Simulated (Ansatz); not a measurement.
Input and command of a calculation in Ansatz (plane waves; scalar-relativistic PAW potentials unless the input names others):

```yaml
crystal:
  lattice:
    - [2.1397100955, 1.2353621996, 13.9991314492]
    - [-2.1397100955, 1.2353621996, 13.9991314492]
    - [0.0, -2.4707243992, 13.9991314492]
  atoms:
    - { symbol: Bi, position: [0.1461888683, 0.1461888683, 0.1461888683] }
    - { symbol: Bi, position: [0.8538111317, 0.8538111317, 0.8538111317] }
    - { symbol: Bi, position: [0.2887945491, 0.2887945491, 0.2887945491] }
    - { symbol: Bi, position: [0.7112054509, 0.7112054509, 0.7112054509] }
    - { symbol: Se, position: [0.4136751084, 0.4136751084, 0.4136751084] }
    - { symbol: Se, position: [0.5863248916, 0.5863248916, 0.5863248916] }
    - { symbol: Se, position: [0.0, 0.0, 0.0] }
basis:
  ecutwfc: 500
kpoints:
  mp_grid: { grid: [12, 11, 13] }
hamiltonian:
  xc: r2scan
scf:
  occupations: { method: gaussian, width: 0.1 }
  max_iter: 50
output:
  forces: true
  eigenvalues: true
  stress: true
```

```bash
ansatz run input.yaml --threads 4 --pin off --max-ram 10240MiB --backend cpu --events-out ev --progress --plain --runs-dir out
```

Abridged log:
```
Warning: crystal.symmetry: narrowed to the stabiliser of the k-point mesh — unitary ops 12 → 2; excluded 10 operations that carry a point of the 12×11×13 mesh (shift [0, 0, 0]) off the mesh (the run samples exactly the mesh kpoints.mp_grid names, as under crystal.symmetry.detect: false, and its converged state has the mesh's symmetry, not the crystal's; ε∞, the Born charges and the force constants of a linear response (`dielectric:` by the response, `phonons.method: dfpt`) are averaged over those of the crystal's operations that the state keeps within a tolerance, where `mesh_tensors`, `unaver ...
Pseudopotentials: kind: paw
Pseudopotential: Bi, paw, valence charge 15, recommended cutoff 500 eV (meta_gga)
Pseudopotential: Se, paw, valence charge 16, recommended cutoff 500 eV (meta_gga)
Functional definition: r2SCAN
Crystal: 7 atoms, lattice volume = 222.025 Å³
Basis set: ecut = 500 eV, 5613 PW (Γ), FFT grids on a1−a3, a2−a3, a3, exchange–correlation on 128×128×432 points (64 copies of the dense FFT grid, shifted against one another)
Bands: 65, of which v1, the nominal top of the filled ones, is band 54 counted from 1 (53 counted from 0)
Symmetry: 2 space group operations
k-points: 859 of 1716
Initial density: superposition of atomic densities (neutral atoms: chi_scale 0, normalization atom), corrected by the library's trained network
Initial wavefunctions: pseudopotential atomic-orbital guess
Functional: x = r2scan, c = r2scan; τ floored in thin density (d = 2e-4 eV/Å³)
SCF iter   1: F=—  HF=-66080.706908 eV  |F-HF|=—  |Δ(HF+E_count)|=         —  Δρ=4.33e-3  dr2=1.59e-1  dr2_τ=1.49e-2  ethr=1.77e-3  ⟨swp⟩=9.1  Hψ=245226  notcnv=0
SCF iter   2: F=—  HF=-66080.716933 eV  |F-HF|=—  |Δ(HF+E_count)|=   1.00e-2  Δρ=2.69e-3  dr2=9.73e-2  dr2_τ=4.08e-4  ethr=1.47e-4  ⟨swp⟩=1.3  Hψ=65044  notcnv=0  defer=505
SCF iter   3: F=—  HF=-66080.711904 eV  |F-HF|=—  |Δ(HF+E_count)|=   5.03e-3  Δρ=9.43e-4  dr2=3.86e-2  dr2_τ=7.11e-5  ethr=9.01e-5  ⟨swp⟩=1.0  Hψ=53430  notcnv=0  defer=505
SCF iter   4: F=—  HF=-66080.708370 eV  |F-HF|=—  |Δ(HF+E_count)|=   3.53e-3  Δρ=7.28e-4  dr2=1.31e-2  dr2_τ=2.01e-5  ethr=3.58e-5  ⟨swp⟩=1.1  Hψ=54287  notcnv=0  defer=505
SCF iter   5: F=—  HF=-66080.707005 eV  |F-HF|=—  |Δ(HF+E_count)|=   1.36e-3  Δρ=3.31e-4  dr2=1.78e-3  dr2_τ=1.21e-5  ethr=1.22e-5  ⟨swp⟩=2.0  Hψ=57604  notcnv=0  defer=505
SCF iter   6: F=—  HF=-66080.706888 eV  |F-HF|=—  |Δ(HF+E_count)|=   1.18e-4  Δρ=1.59e-4  dr2=1.59e-4  dr2_τ=1.30e-6  ethr=1.65e-6  ⟨swp⟩=2.0  Hψ=55817  notcnv=0  defer=523
SCF iter   7: F=—  HF=-66080.706901 eV  |F-HF|=—  |Δ(HF+E_count)|=   1.39e-5  Δρ=5.35e-5  dr2=3.36e-5  dr2_τ=3.56e-7  ethr=1.47e-7  ⟨swp⟩=2.0  Hψ=100474  notcnv=0  defer=618
SCF iter   8: F=—  HF=-66080.707068 eV  |F-HF|=—  |Δ(HF+E_count)|=   1.66e-4  Δρ=3.30e-5  dr2=4.73e-6  dr2_τ=1.42e-7  ethr=3.11e-8  ⟨swp⟩=2.0  Hψ=100826  notcnv=0  defer=2043
SCF iter   9: F=—  HF=-66080.707067 eV  |F-HF|=—  |Δ(HF+E_count)|=   9.68e-7  Δρ=1.26e-5  dr2=1.20e-6  dr2_τ=8.06e-9  ethr=4.38e-9  ⟨swp⟩=2.0  Hψ=99831  notcnv=0  defer=2049
SCF iter  10: F=—  HF=-66080.707067 eV  |F-HF|=—  |Δ(HF+E_count)|=   2.07e-7  Δρ=4.73e-6  dr2=1.63e-7  dr2_τ=7.73e-10  ethr=1.11e-9  ⟨swp⟩=2.0  Hψ=63282  notcnv=0  defer=2049
SCF iter  11: F=-66080.707067 eV  HF=-66080.707067 eV  |F-HF|=1.47e-8  |Δ(HF+E_count)|=   2.01e-8  Δρ=1.57e-6  dr2=2.68e-8  dr2_τ=9.07e-11  ethr=9.26e-11  ⟨swp⟩=10.5  Hψ=224480  notcnv=0
SCF 1 converged in 11 iterations: F = -66080.707067 eV  dr2 = 2.68e-8
SCF converged after 11 iterations
Free energy (F): -66080.707067 eV
Harris-Foulkes:  -66080.707067 eV  (|F-HF|=1.47e-8)
Internal energy: -66080.705253 eV  (E = F + TS)
E sigma→0 (E₀):  -66080.706160 eV
Entropy (-TS):   -0.001814 eV (-0.259 meV/atom)
Fermi energy:    8.920935 eV
--- Forces (eV/Å), atoms counted from 1 ---
  atom   1  Bi    -0.00087463     0.00041974     0.00501884
  atom   2  Bi     0.00087463    -0.00041974    -0.00501884
  atom   3  Bi     0.00067470    -0.00037621    -0.00284996
  atom   4  Bi    -0.00067470     0.00037621     0.00284996
  atom   5  Se     0.00094291    -0.00058591    -0.00546429
  atom   6  Se    -0.00094291     0.00058591     0.00546429
  atom   7  Se     0.00000000     0.00000000     0.00000000
--- Stress (GPa, compression-positive) ---
        0.004065       0.005480       0.002263
        0.005480      -0.004841       0.000216
        0.002263       0.000216       0.007487
  P = ⅓ Tr σ = 0.0022 GPa (0.022 kbar)
```

One setting here is unusual or wrong in general: a mesh that breaks the symmetry (kpoints.mp_grid.grid: [12, 12, 12] → [12, 11, 13]). For this cell it did little harm to the result: the run converged in 11 SCF iterations with an energy at zero smearing 0.02 meV/atom below the reference's, pressure 0.00 GPa, largest force 0.006 eV/Å, no gap on the mesh. The program drops the symmetry operations that the mesh breaks, which leaves more k-points to solve, 859 here. A reference run on usual settings, whose relaxation ended at this geometry, converged, and the end of its own relaxation has pressure 0.00 GPa, largest force 0.003 eV/Å, no gap on the mesh.

It took 2.9 min on 4 threads of Intel(R) Xeon(R) 6975P-C (Granite Rapids) (shared host), peak memory 8.1 GiB.